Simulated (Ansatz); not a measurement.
Input and command of a calculation in Ansatz (plane waves; scalar-relativistic PAW potentials unless the input names others):

```yaml
crystal:
  lattice:
    - [-1.8943961198, 1.8943961198, 1.2313574779]
    - [1.8943961198, -1.8943961198, 1.2313574779]
    - [1.8943961198, 1.8943961198, -1.2313574779]
  atoms:
    - { symbol: Ti, position: [0.0, 0.0, 0.0] }
basis:
  ecutwfc: 420
kpoints:
  mp_grid: { grid: [22, 22, 22] }
hamiltonian:
  xc: lda
scf:
  occupations: { method: gaussian, width: 0.15 }
  max_iter: 2
output:
  forces: true
  eigenvalues: true
  stress: true
```

```bash
ansatz run input.yaml --threads 1 --pin off --max-ram 2560MiB --backend cpu --events-out ev --progress --plain --runs-dir out
```

Abridged log:
```
Basis set: ecut = 420 eV, 353 PW (Γ)
Bands: 10, of which v1, the nominal top of the filled ones, is band 6 counted from 1 (5 counted from 0)
Symmetry: 16 space group operations
k-points: 834 of 10648
SCF iter   1: F=—  HF=-2449.996430 eV  |F-HF|=—  |Δ(HF+E_count)|=         —  Δρ=8.75e-3  dr2=5.77e-3  ethr=1.77e-3  ⟨swp⟩=3.0  Hψ=85220  notcnv=0
SCF iter   2: F=—  HF=-2449.995746 eV  |F-HF|=—  |Δ(HF+E_count)|=   6.84e-4  Δρ=4.63e-3  dr2=1.91e-3  ethr=4.81e-5  ⟨swp⟩=2.4  Hψ=43825  notcnv=0
```

Question: Find the fault.

Answer: The fault is too few SCF iterations (scf.max_iter: not typed → 2, the first being the value of the sound run). Setting it back cures it. The log, from which this was withheld above, says: «Error: did not converge after 2 iterations: dr2 = 1.91e-3 (threshold 1.00e-7), under the density mixer `msr1`, which `scf.mixing.algorithm: auto` chose by the deck's other keys (type `scf.mixing.algorithm: msr1` to keep it); raise `scf.max_iter`, which need not help a stalled SCF, or adjust the mixing (`scf.mixing`) or, under a smearing, its width (`scf.occupations.width` …» The run stopped without converging. A reference run from the same start on usual settings converged with pressure -9.15 GPa, largest force 0.000 eV/Å, no gap on the mesh.

It took 4.4 s on 1 thread of Intel(R) Xeon(R) Platinum 8488C (Sapphire Rapids) (shared host), peak memory 0.42 GiB.